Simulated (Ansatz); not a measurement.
HfO2:
```xyz
6
Lattice="3.6043 0.0000 0.0000 0.0000 3.6043 0.0000 0.0000 0.0000 5.2646" Properties=species:S:1:pos:R:3 pbc="T T T"
Hf     0.0000     0.0000     0.0000
Hf     1.8022     1.8022     2.6323
O      0.0000     1.8022     1.0175
O      0.0000     1.8022     3.6497
O      1.8022     0.0000     1.6148
O      1.8022     0.0000     4.2471
```

Plane-wave PAW PBE (Ansatz code) gives a gap of 4.67 eV without spin–orbit coupling, maximum at Z, minimum at Γ.

Problem. What happens when spin–orbit coupling is switched on?

Solution. The gap is nearly the same, to 4.67 eV; maximum on the Γ–Z line, 98 % of the way from Γ, minimum at Γ.

Problem. Give the electron effective mass with spin–orbit coupling.

Solution. 0.91, 0.91, 1.0 mₑ (principal values).

Space group P4_2/nmc. This is a known high-temperature phase of the composition, computed here at zero pressure and temperature. Symmetry was held in the PBE relaxation; phonons on a q-mesh show weakly imaginary modes. No spin polarisation was allowed.

Potentials: the later of the program's two PAW sets.
